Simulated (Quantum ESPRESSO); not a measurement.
```
CELL_PARAMETERS angstrom
      3.87892     0.00000     0.00000
     -1.93946     3.35924     0.00000
      0.00000     0.00000    14.40000
ATOMIC_POSITIONS crystal
  Ge 0.33333 0.66667 0.05390
  Te 0.00000 0.00000 0.94610
```

The layer was cut from Materials Project entry mp-938 and relaxed with PBEsol in a cell 14.4 Å high, with the Coulomb interaction truncated along z.

**Question.** What does PBEsol (pw.x of Quantum ESPRESSO, ONCV potentials, with spin-orbit coupling) give for the electronic structure near the Fermi level?

**Answer.** The PBEsol gap is indirect, 1.37 eV, from Γ to 67 % of the way from Γ to M; the smallest direct gap is 1.78 eV. 

This is a model layer cut from the bulk structure; whether it is stable on its own was not checked.
